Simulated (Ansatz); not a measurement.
The start is a relaxed TiC cell, doubled along one cell vector, shaken by Gaussian noise of σ = 0.08 Å a coordinate. A full variable-cell relaxation at zero pressure is run with PBE (plane waves to 420 eV, PAW, scalar-relativistic; Ansatz, an electronic-structure program). The first steps use a coarse 7×4×7 k-mesh.

Input geometry:
```yaml
crystal:
  lattice:
    - [0.00000, 2.75765, 2.75765]
    - [5.51531, 0.00000, 5.51531]
    - [2.75765, 2.75765, 0.00000]
  atoms:
    - { symbol: Ti, position: [0.75916, 0.39236, 0.70699] }
    - { symbol: Ti, position: [0.69264, 0.88849, 0.73032] }
    - { symbol: Ti, position: [0.49744, 0.25870, 0.47565] }
    - { symbol: Ti, position: [0.50618, 0.74262, 0.49921] }
    - { symbol: C, position: [0.01963, 0.99239, 0.01081] }
    - { symbol: C, position: [0.99617, 0.51462, 0.02285] }
    - { symbol: C, position: [0.28579, 0.12487, 0.25671] }
    - { symbol: C, position: [0.23178, 0.62448, 0.21161] }
```

Question: By how much does the energy per atom fall from start to end?

Answer: About 2.1 eV/atom.

Question: What band gap does the relaxed structure have at this level?

Answer: Zero (metallic).

Final values are on a 16×16×7 k-mesh of the relaxed cell. The start holds a very short contact (C–C 2.05 Å). No spin polarisation in the result.

The relaxed structure here is a generated cell of TiC: the first start was made by placing the elements on the sites of a structure type, and the end was not matched to a known phase here, so it may be hypothetical. Known forms of TiC include space group No. 225.
